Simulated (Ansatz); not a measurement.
WS2 (2H-MoS2 type, space group P6_3/mmc)

```
WS2
1.0
    3.15405     0.00000     0.00000
   -1.57702     2.73148     0.00000
    0.00000     0.00000    12.14146
W S
2 4
Direct
  0.33333   0.66667   0.25000
  0.66667   0.33333   0.75000
  0.33333   0.66667   0.62030
  0.66667   0.33333   0.12030
  0.66667   0.33333   0.37970
  0.33333   0.66667   0.87970
```

In each cell atom 5 (S, nearest neighbour W at 2.407 Å; its periodic images, 3.2 Å or more away, move with it) moves by s·(0.000, -0.756, -0.654) (towards the nearest neighbour), the rest being held.

Method: PBE-D3(BJ) (plane waves to 420 eV, PAW, scalar-relativistic; Ansatz, an electronic-structure program). k mesh 10×10×3 (Γ-centred), Fermi-Dirac smearing 0.05 eV. Energies are smeared free energies. Left out: 3 of 11 points, with atoms too close for the PAW data. Spin-orbit coupling is left out, though W is heavy. WS2 is run without spin polarisation. WS2 was relaxed with its symmetry unable to fall. The zero of ΔE is the undisplaced structure.

| s (Å) | ΔE (meV/cell) |
|---|---|
| -0.720 | 1813 |
| -0.576 | 1319 |
| -0.432 | 846 |
| -0.288 | 430 |
| -0.144 | 124 |
| 0.000 | 0 |
| 0.144 | 170 |
| 0.288 | withheld |

Problem. Fit a polynomial form (powers 2, 3, 4) to the given rows and predict ΔE at s = 0.288.

Solution. Least squares on the 7 given rows: ΔE = (6947)·s² + (6732)·s³ + (2699)·s⁴, in meV/cell with s in Å; root-mean-square residual 2.8 meV/cell. At 0.288 the fit gives 756 meV/cell; the calculation gives 807 meV/cell, so the extrapolation is off by -51 (-6.3 %). The quadratic term alone would give 576 meV/cell.

(A displaced cell: forces are minus the slopes of the energy, force constants its curvatures, and phonons follow from these.)
